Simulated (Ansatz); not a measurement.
KIn₉Ni₂ in space group P6/mmm (No. 191; K on 1a, Ni on 2c, In on 6m, In on 3f), r²SCAN in the plane-wave PAW code Ansatz, all energies at zero smearing, with the estimated change up to a 700 eV cutoff added, with one set of potentials and settings (totals compare only within such a set). Cell of 12 atoms (1 K, 2 Ni, 9 In): -63741.789 eV.

```
element                             reference phase  E (eV/atom)
-------  ------------------------------------------  -----------
K                        Im-3m, 1 atoms in the cell   -1542.4813
Ni       Fm-3m, 1 atoms in the cell, spin-polarised   -5845.2912
In                      I4/mmm, 1 atoms in the cell   -5611.8204
```

Formation energy per atom, worked out: (-63741.789 − 1×(-1542.4813) − 2×(-5845.2912) − 9×(-5611.8204))/12 = -0.195 eV/atom (-19 kJ per mol of atoms), at 0 K, without zero-point energy or fitted corrections.

The workflow started from an entry of the Crystallography Open Database (COD, 293 K). Whether it is the stable phase at ambient conditions was not checked. Symmetry was held in the r²SCAN relaxation; whether a distortion lowers the energy is not shown. The workflow began spin-polarised and lost its moments. The references are the lowest solids computed at this level, not always the standard phases.

Potentials: the later of the program's two PAW sets.
